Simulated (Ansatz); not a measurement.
FeBrI (Janus 1T monolayer) at its r2SCAN geometry, run in Ansatz at 2 levels of theory. No spin polarisation. The prototype was imposed, so other structures may be more stable.

The r2SCAN input:
```yaml
crystal:
  lattice:
    - [3.7341909416, 0.0, 0.0]
    - [-1.8670954708, 3.233904218, 0.0]
    - [0.0, 0.0, 30.0400842064]
  atoms:
    - { symbol: Fe, position: [0.0, 0.0, 0.3006199479] }
    - { symbol: Br, position: [0.3333333333, 0.6666666667, 0.3450613275] }
    - { symbol: I, position: [0.6666666667, 0.3333333333, 0.2531178029] }
  periodic: [true, true, false]
kpoints:
  mp_grid: { grid: [12, 12, 1] }
  band_path:
    path:
      - [0.0, 0.0, 0.0]
      - [0.5, 0.0, 0.0]
      - [0.3333333333, 0.3333333333, 0.0]
      - [-0.010417, 0.25, 0.0]
      - [0.255208, 0.255208, 0.0]
    npoints: 1
hamiltonian:
  xc: r2scan
scf:
  occupations: { method: fixed }
  n_extra_bands: 4
output:
  forces: true
  stress: true
  eigenvalues: true
```

Main results, then, where recorded, the levels near the gap in eV from the Fermi energy (columns number the bands from 0), one row a point of the path (Γ, M, K, (-0.010, 1/4, 0), K–Γ (0.23)):
```
Crystal: 3 atoms, lattice volume = 362.765 Å³
Symmetry: 6 space group operations
Space group: P3m1 (ITA 156)
```
```
Basis set: ecut = 500 eV, 9193 PW (Γ)
k-points: 19 of 144 (time reversal used)
SCF converged after 9 iterations
Free energy (F): -14807.034785 eV
Fermi energy:    -5.270147 eV
--- Forces (eV/Å), atoms counted from 1 ---
  atom   1  Fe      0.00000      0.00000      0.00066
  atom   2  Br      0.00000      0.00000    -0.00062
  atom   3  I       0.00000      0.00000      0.00001
--- 2D stress c σ (N/m, compression-positive) ---
       -0.007173       0.000000       0.000000
        0.000000      -0.007173       0.000000
        0.000000       0.000000       0.000000
  P = ½ c Tr σ = -0.0072 N/m
```
```tsv
band_16	band_17	band_18	band_19	band_20	band_21	band_22
-1.345	-0.542	-0.542	-0.222	2.194	2.194	4.427
-2.877	-0.599	-0.218	-0.191	2.041	2.062	4.473
-2.849	-0.446	-0.151	-0.066	1.531	1.922	5.712
-1.984	-0.543	-0.178	0.001	1.567	2.007	5.361
-2.602	-0.385	-0.211	-0.071	1.491	2.009	5.703
```

With r2SCAN the valence top lies at k = (-0.010, 1/4, 0) and the conduction bottom at K–Γ (0.25 of the way from K), 1.49 eV higher; the smallest vertical gap, at K–Γ (0.25 of the way from K), is 1.56 eV.

PBE0. Against the first input these blocks differ (the band path and keys that only write files left aside):
```yaml
kpoints:
  mp_grid: { grid: [6, 6, 1] }
hamiltonian:
  xc: pbe0
```

```
Basis set: ecut = 420 eV, 7121 PW (Γ)
k-points: 7 of 36 (time reversal used)
hybrid outer 1: dexx = +3.431e-1 eV, tail = 1.10e-3 eV
hybrid outer 2: dexx = +2.925e-5 eV, tail = 9.02e-7 eV, Δε = 1.42e-2 eV, ΔF = 1.17e-1 eV/Å
hybrid outer 3: dexx = +6.993e-8 eV, tail = 1.63e-9 eV, Δε = 5.58e-4 eV, ΔF = 6.77e-4 eV/Å
hybrid SCF converged: 3 outer / 23 inner (+6 warm-up)
Free energy (F): -14781.413400 eV
Fermi energy:    -7.149457 eV
--- Forces (eV/Å), atoms counted from 1 ---
  atom   1  Fe      0.00000      0.00000      0.29740
  atom   2  Br      0.00000      0.00000      0.02246
  atom   3  I       0.00000      0.00000    -0.31988
--- 2D stress c σ (N/m, compression-positive) ---
        0.387054       0.000000       0.000000
        0.000000       0.387054       0.000000
        0.000000       0.000000       0.000000
  P = ½ c Tr σ = 0.3871 N/m
```
```tsv
band_16	band_17	band_18	band_19	band_20	band_21	band_22
-0.644	-0.349	-0.088	-0.088	5.135	5.135	6.393
-1.849	-0.516	-0.434	-0.405	5.061	5.140	6.831
-1.778	-0.725	-0.327	-0.241	4.544	4.996	8.122
-0.962	-0.570	-0.109	-0.069	4.520	5.022	7.318
-1.555	-0.563	-0.459	-0.146	4.457	5.110	8.082
```

PBE0 gives an indirect gap of 4.46 eV, from Γ–M (0.33 of the way from Γ) to K–Γ (0.23 of the way from K); the least direct gap is 4.54 eV at Γ–M (0.33 of the way from Γ). The mean stress, +0.4 N/m, is small, and the program warns that its thresholds are loose for a hybrid's stress.

The hybrids run on coarser meshes, which limits their stresses and small splittings of levels.

Totals of different functionals can't be compared.

Spin-orbit coupling is left out, which matters wherever the heavy atoms make up the band edges.

The meshes of the hybrids are coarse, so their gaps aren't converged to the digits shown.

For some runs the program warns that the potential is rough where the density is thin, which bears on empty states near the vacuum.
